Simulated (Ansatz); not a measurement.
In plane-wave PAW r²SCAN (Ansatz code), Ca₆Sb₂PN in the cubic phase (Fm-3m; Ca on 24e, Sb on 8c, P on 4a, N on 4b) relaxes to a = 10.191 Å. Sb has 12 nearest neighbours from 3.61 Å (cuboctahedral); P has 6 nearest neighbours from 2.69 Å (octahedral); N has 6 nearest neighbours from 2.40 Å (octahedral). Against the elements it lies at -1.24 eV/atom, with no fitted shifts.

It is gapped at this level: 0.97 eV (direct). The valence maximum lies at Γ and the conduction minimum at Γ. The screened hybrid HSE06 puts the gap at 1.24 eV. Gap from r²SCAN with spin–orbit coupling: 0.85 eV.

An equation-of-state fit gives a bulk modulus of 50.9 GPa. The relaxed-ion elastic constants in GPa are C11 = 119, C12 = 16.8, C44 = 30.8. The elastic constants imply a Debye temperature near 372 K. Bader charges are Ca +1.40, Sb -2.11, P -2.11, N -2.08 e.

The start of the workflow was typed in or built on a structure type; neither database checked (COD, Materials Project) lists it. Whether it is the stable phase at ambient conditions was not checked. Symmetry was held in the r²SCAN relaxation; whether a distortion lowers the energy is not shown. The references are the lowest solids computed at this level, not always the standard phases (solids in place of the gases). Scalar-relativistic: spin–orbit coupling is off unless named, which matters more the heavier the elements.

Potentials: the later of the program's two PAW sets.
